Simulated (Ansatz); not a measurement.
A relaxed cell of YTl₂OsC₆N₆ is given with its symmetry left out. The cell was found from a structure generator's guess, not taken from experiment.

Theory: DFT PBE, scalar-relativistic, plane waves, PAW (Ansatz). Cutoff 420 eV, Γ-centred mesh, Gaussian smearing, no spin polarisation.

```
Y Tl Os C N
1.0
     0.00000    5.55178    5.55178
     5.55178    0.00000    5.55178
     5.55178    5.55178    0.00000
Y Tl Os C N
1 2 1 6 6
Direct
  0.50000 0.50000 0.50000
  0.25000 0.25000 0.25000
  0.75000 0.75000 0.75000
  0.00000 0.00000 0.00000
  0.81827 0.18173 0.18173
  0.18173 0.81827 0.18173
  0.18173 0.18173 0.81827
  0.18173 0.81827 0.81827
  0.81827 0.18173 0.81827
  0.81827 0.81827 0.18173
  0.71199 0.28801 0.28801
  0.28801 0.71199 0.28801
  0.28801 0.28801 0.71199
  0.28801 0.71199 0.71199
  0.71199 0.28801 0.71199
  0.71199 0.71199 0.28801
```

The zero of energy is the elements' standard structures at the same level (N₂ as a molecule); no fitted shifts are applied.

Q: Find its symmetry and describe it.

A: Fm-3m (No. 225). Conventional cell: a = 11.104 Å. Around Y lie 6 N at 2.35 Å; Tl is surrounded by 12 N at 3.95 Å and 12 C at 4.00 Å (long against covalent radii, as for large ions); around Os lie 6 C at 2.02 Å; C has 1 N at 1.18 Å, 1 Os at 2.02 Å, 4 C at 2.85 Å, 1 Y at 3.53 Å, 4 N at 3.78 Å and 4 Tl at 4.00 Å; around N lie 1 C at 1.18 Å, 1 Y at 2.35 Å, 1 Os at 3.20 Å, 4 N at 3.33 Å, 4 C at 3.78 Å and 4 Tl at 3.95 Å.

Q: How far does it lie from the elements in energy?

A: −0.07 eV/atom. It lies below the elements, which doesn't yet make it stable against other compounds or structures.

Q: Is it a metal?

A: Yes, bands cross the Fermi level on the 6×6×6 mesh.

Q: From what recipe could a structure generator have reached it?

A: One such recipe: cyanide-bridged rock-salt net of two metals, 2 guest cations a cell (Fm-3m, No. 225). Other recipes can lead to the same cell.

The last run used a 6×6×6 mesh for its 16-atom cell and Gaussian smearing of 0.10 eV. These runs have no spin–orbit coupling, which can matter for Os and Tl. The reference form of C is held partly by dispersion forces, which this level lacks. Symmetry constrained the relaxation, so the result can be a saddle point.
